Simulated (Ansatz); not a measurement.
Relaxed-ion elastic tensor of FeNi3 (Cu3Au type, Pm-3m) in GPa (Voigt order), PBEsol in the plane-wave PAW code Ansatz; density 9.07 g/cm³, 10.62 Å³ per atom.

```
     1    2    3    4    5    6
-  ---  ---  ---  ---  ---  ---
1  316  179  179  0.0  0.0  0.0
2  179  316  179  0.0  0.0  0.0
3  179  179  316  0.0  0.0  0.0
4  0.0  0.0  0.0  151  0.0  0.0
5  0.0  0.0  0.0  0.0  151  0.0
6  0.0  0.0  0.0  0.0  0.0  151
```

**Question.** Is the crystal mechanically stable?

**Answer.** Yes: the smallest eigenvalue of C is 137 GPa.

**Question.** Work out the Voigt, Reuss and Hill averages.

**Answer.** K_V = 225, K_R = 225, K_H = 225; G_V = 118, G_R = 102, G_H = 110 GPa.

**Question.** Give Young's modulus, Poisson's ratio, Pugh's ratio and the universal anisotropy index.

**Answer.** E = 9KG/(3K + G) = 284 GPa; ν = 0.29; K/G = 2.04 (ductile by the Pugh limit of 1.75); A_U = 5G_V/G_R + K_V/K_R − 6 = 0.79.

**Question.** Estimate the sound speeds and the Debye temperature.

**Answer.** v_l = √((K + 4G/3)/ρ) = 6400 m/s, v_t = √(G/ρ) = 3490 m/s, mean 3890 m/s; Θ = (h/k)(3n/4πV)^(1/3) v_m = 527 K.

**Question.** Give the Zener ratio and Young's modulus along [100], [110] and [111].

**Answer.** A = 2C44/(C11 − C12) = 2.20; 1/E = S11 − 2(S11 − S12 − S44/2)Γ with Γ = 0, 1/4, 1/3 gives 187, 298, 371 GPa.

**Question.** Solve the Christoffel equation for the three sound speeds along [100], [110], [111].

**Answer.** Eigenvalues of C_ijkl n_j n_l equal ρv². In km/s, slowest first: [100] 4.08, 4.08, 5.90; [110] 2.75, 4.08, 6.63; [111] 3.26, 3.26, 6.86.

The PBEsol relaxation kept the symmetry of its start. Magnetic state: ferromagnetic, chosen from 5 collinear starts compared on coarse meshes (ties went to the first, and starts can fall back to one state), not a proven ground state. Textbook magnetic order: ferromagnetic. As this level gives no gap, shear constants depend on the k-mesh and smearing (Fermi–Dirac, 0.1 eV here).

Potentials: the later of the program's two PAW sets.
